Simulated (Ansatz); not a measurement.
GaP:
```yaml
crystal:
  lattice:
    - [0.00000, 2.72581, 2.72581]
    - [2.72581, 0.00000, 2.72581]
    - [2.72581, 2.72581, 0.00000]
  atoms:
    - { symbol: Ga, position: [0.00000, 0.00000, 0.00000] }
    - { symbol: P, position: [0.75000, 0.75000, 0.75000] }
```

Relaxed with r²SCAN.

**Question.** Give the Bader charges and basin volumes of the independent atoms, DFT-r²SCAN in the program Ansatz with PAW potentials.

**Answer.** 

```json
[
 {"atom": "Ga1", "Bader charge (e)": "+0.92", "Bader volume (Å³)": "14.7"},
 {"atom": "P2", "Bader charge (e)": "-0.92", "Bader volume (Å³)": "25.8"}
]
```

Space group F-43m (zinc blende). Symmetry was held in the r²SCAN relaxation. Spin–orbit coupling is left out wherever it is not named.

Potentials: the earlier of the program's two PAW sets. The files were generated under PBE; for other functionals the program regenerates the frozen cores, and for LDA and PBEsol the local potential too.
